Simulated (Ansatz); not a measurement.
A geometry of AlRu away from equilibrium: step 2 of the relaxation of a relaxed AlRu cell, doubled along one cell vector, shaken by Gaussian noise of σ = 0.08 Å a coordinate. The numbers are results of r2SCAN (plane waves to 500 eV, PAW, scalar-relativistic; Ansatz, an electronic-structure program), not measurements. Γ-centred k-mesh 11×11×6 on the run's cell (coarser than for final values), Fermi–Dirac smearing 0.05 eV. The plane waves were selected for a different cell earlier on the path.

```
AlRu
1.0
    2.97782     0.00442    -0.02275
    0.00442     2.96498     0.03100
   -0.04551     0.06201     5.86268
Al Ru
2 2
Direct
  0.49439   0.53441   0.24710
  0.51170   0.51158   0.74870
  0.00237   0.01520   0.99688
  0.99684   0.00751   0.51015
```

### Question
Give the Cartesian forces on all atoms (eV/Å).

### Answer
| atom | Fx | Fy | Fz |
|---|---|---|---|
| Al1 | 0.17 | -0.59 | 0.38 |
| Al2 | -0.37 | -0.02 | 0.24 |
| Ru3 | 0.00 | 0.18 | 0.44 |
| Ru4 | 0.19 | 0.43 | -1.05 |

The path ends in Pm-3m (No. 221) (CsCl type). No spin polarisation in the result.
